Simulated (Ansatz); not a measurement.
SiW in space group P-6m2 (No. 187; W on 1a, Si on 1f), PBE in the plane-wave PAW code Ansatz, all energies at zero smearing, with the estimated change up to a 700 eV cutoff added, with one set of potentials and settings (totals compare only within such a set). Cell of 2 atoms (1 W, 1 Si): -11020.794 eV.

| element | reference phase | E (eV/atom) |
|---|---|---|
| W | Im-3m, 1 atoms in the cell | -10384.8193 |
| Si | Fd-3m, 2 atoms in the cell | -635.8096 |

Formation energy per atom, worked out: (-11020.794 − 1×(-10384.8193) − 1×(-635.8096))/2 = -0.083 eV/atom (-8 kJ per mol of atoms), at 0 K, without zero-point energy or fitted corrections.

A made-up cell: these elements were put on the sites of a structure type; neither database checked (COD, Materials Project) lists it. Its standing as an ambient phase is unchecked. Symmetry was held in the PBE relaxation; its stability against distortions is not shown here. The run is not spin-polarised. The references are the lowest solids computed at this level, not always the standard phases. Spin–orbit coupling is left out wherever it is not named.

Potentials: the later of the program's two PAW sets.
